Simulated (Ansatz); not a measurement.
Hf:
```yaml
crystal:
  lattice:
    - [0.00000, 3.26949, 3.26949]
    - [3.26949, 0.00000, 3.26949]
    - [3.26949, 3.26949, 0.00000]
  atoms:
    - { symbol: Hf, position: [0.00000, 0.00000, 0.00000] }
    - { symbol: Hf, position: [0.25000, 0.25000, 0.25000] }
```

Relaxed with PBE. Special points in fractions of this cell's reciprocal vectors: Γ (0.000, 0.000, 0.000); X (0.500, 0.000, 0.500); U (0.625, 0.250, 0.625); K (0.375, 0.375, 0.750); L (0.500, 0.500, 0.500); W (0.500, 0.250, 0.750).

Task: List the band energies nearest the Fermi level at these points for PBE with spin–orbit coupling (plane waves, PAW; program Ansatz).

Result: In eV from the Fermi level; about four levels below and three above (degenerate sets whole), none deeper than 8.9 eV; points with the same levels are listed once.

```tsv
k	below	above
Γ	-0.30 -0.30 -0.30 -0.30	0.03 0.03 0.18 0.18 0.18 0.18
X	-1.21 -1.21 -1.21 -1.21	0.34 0.34 0.34 0.34
U	-0.81 -0.81 0.00 0.00	1.09 1.09 1.46 1.46
L	-0.18 -0.18 -0.05 -0.05	0.17 0.17 0.24 0.24
W	-1.19 -1.19 -1.15 -1.15	0.97 0.97 1.00 1.00
```

Space group Fd-3m (diamond). The start of the workflow was typed in or built on a structure type; neither database checked (COD, Materials Project) lists it. It is not the phase usual at ambient conditions (space group No. 194). The cell was relaxed with PBE under the symmetry of its start; its stability against distortions is not shown here. The run is not spin-polarised.

Potentials: the later of the program's two PAW sets.
